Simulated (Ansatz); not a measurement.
**TePb (Fm-3m): the size of the finite step**

```
Te Pb
1.0
     0.00000    3.26785    3.26785
     3.26785    0.00000    3.26785
     3.26785    3.26785    0.00000
Te Pb
1 1
Direct
  0.50000 0.50000 0.50000
  0.00000 0.00000 0.00000
```

Unless marked otherwise, the numbers come from r²SCAN, PAW on Ansatz 0.2.0's default frozen-core files (fitted under PBE), scalar-relativistic. k mesh 8×8×8, strains of ±0.003, fixed occupations, cutoff 500 eV. The cell was relaxed by PAW under this functional.

Question: Elastic constants come from stresses at strains of ±0.003 (and twice that, four-point stencil): C11 = 113.8, C12 = 6.2, C44 = 15.4 GPa. What does an amplitude of 0.0002 give?

Answer: C11 = 113.9, C12 = 6.2, C44 = 15.4 GPa. Nothing moves by 1 %. Steps under 0.001 aren't safe in general, since the basis can change from cell to cell and the noise grows as 1/δ.

Caveats: frozen-core PAW files fitted under PBE, their cores solved anew for the functional of the run; no spin-orbit coupling on heavy atoms.
